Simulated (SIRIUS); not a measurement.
Band structure of AlN (P6_3mc, 8 atoms in the cell; from Materials Project mp-661).

```
CELL_PARAMETERS angstrom
      3.12859     0.00000     0.00000
      0.00000     5.41888     0.00000
      0.00000     0.00000     5.01696
ATOMIC_POSITIONS crystal
  Al 0.50000 0.16667 0.49929
  Al 0.00000 0.33333 0.99929
  Al 0.00000 0.66667 0.49929
  Al 0.50000 0.83333 0.99929
  N  0.50000 0.16667 0.88071
  N  0.00000 0.33333 0.38071
  N  0.00000 0.66667 0.88071
  N  0.50000 0.83333 0.38071
```

Level of theory: PBE, PseudoDojo 0.5 standard norm-conserving PBE (tails mended) pseudopotentials (plane waves; SIRIUS 7.12.0).

Settings: parameters.ngridk = 6 3 4; parameters.xc_functionals = [XC_GGA_X_PBE, XC_GGA_C_PBE]; parameters.gk_cutoff = 9.165 1/bohr; parameters.pw_cutoff = 18.331 1/bohr; parameters.smearing = fermi_dirac; parameters.smearing_width = 0.00183747 Ha; potentials = PseudoDojo 0.5 standard norm-conserving PBE (tails mended) pseudopotentials; parameters.electronic_structure_method = pseudopotential; parameters.num_bands = 20; parameters.num_mag_dims = 0; parameters.num_dft_iter = 100; parameters.energy_tol = 1e-07 Ha; parameters.density_tol = 1e-06; mixer.type = anderson.

The structure comes from a collection of computed structures, made at another level of theory; the collection holds predicted forms beside known ones.

**Question.** Predict the gap along the standard path.

**Answer.** The gap along the path of this cell's zone is 4.05 eV.

Points are given in units of this cell's reciprocal vectors. Levels in eV from the top of the valence band on the path, bands 13 to 19:
| point | 13 | 14 | 15 | 16 | 17 | 18 | 19 |
|---|---|---|---|---|---|---|---|
| Γ (0 0 0) | -0.68 | -0.20 | -0.20 | 0.00 | 4.05 | 5.79 | 5.81 |
| X (-0.5 0 0) | -1.77 | -1.77 | -1.41 | -1.41 | 5.72 | 5.72 | 7.96 |
| S (-0.5 0 -0.5) | -0.96 | -0.96 | -0.96 | -0.96 | 6.59 | 6.59 | 6.59 |
| Y (0 0 -0.5) | -0.53 | -0.53 | -0.53 | -0.53 | 5.26 | 5.26 | 6.32 |
| Z (0 -0.5 0) | -0.43 | -0.43 | -0.40 | -0.40 | 6.07 | 6.07 | 7.65 |
| U (-0.5 -0.5 0) | -1.74 | -1.74 | -0.68 | -0.68 | 5.79 | 5.79 | 5.81 |
| R (-0.5 -0.5 -0.5) | -1.35 | -1.35 | -1.35 | -1.35 | 5.26 | 5.26 | 5.26 |
| T (0 -0.5 -0.5) | -1.02 | -1.02 | -1.02 | -1.02 | 6.46 | 6.46 | 6.46 |

The labels belong to the zone of the cell as typed, which is larger than the primitive one, so the bands are folded: a gap that looks direct here can be indirect in the primitive zone.

“Tails mended”: in these copies of the files the far tail of each local potential was reset to the Coulomb form.
